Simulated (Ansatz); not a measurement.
Trial structure of AlB₂As₃, not yet relaxed:

```
Al B As
1.0
    -1.82212    1.82212    7.73060
     1.82212   -1.82212    7.73060
     1.82212    1.82212   -7.73060
Al B As
1 2 3
Direct
  0.00000 0.00000 0.00000
  0.66667 0.66667 0.00000
  0.33333 0.33333 0.00000
  0.75000 0.25000 0.50000
  0.41667 0.91667 0.50000
  0.08333 0.58333 0.50000
```

Method: Ansatz, DFT PBE, scalar-relativistic, plane waves, PAW. Cutoff 420 eV; k points 6×6×6 on the computed 6-atom cell (Γ-centred); Gaussian smearing, width 0.10 eV; no spin polarisation.

Energies over the elements count from the elements' standard structures at the same level, with no fitted energy shifts.

**Question.** What does a single point on this coarse mesh give?

**Answer.** The pressure is 2.8 GPa (the mean over three directions, positive in compression), the largest force is 4.19 eV/Å, and the energy is +0.21 eV/atom against the elements. The shortest distance is 2.23 Å.

**Question.** Is it a good guess?

**Answer.** A rough one: relaxing gains about 0.21 eV/atom in 9 ionic steps and ends at −0.003 eV/atom on the finer mesh. The symmetry stays I-4m2 (No. 119). The volume per atom shrinks by 1.6 %, from 17.1 to 16.8 Å³. The shortest distance goes from 2.23 Å (Al–As and B–As) to 2.13 Å (B–As). Conventional cell: a = 3.578 Å, c = 15.777 Å. Al is surrounded by 4 As at 2.41 Å; B has 4 As at 2.13–2.14 Å; As on a site of symmetry -4m2 is surrounded by 4 B at 2.14 Å; 1 more site not described.

The last run used a 10×10×10 mesh for its 6-atom cell and Gaussian smearing of 0.02 eV. The reference form of As is held partly by dispersion forces, which this level lacks. The relaxation can't lower the symmetry of the start, and the grade says only how near the guess is to its own end. A later test with randomly moved atoms came back to the same energy, though modes that don't fit the test's cell weren't probed.
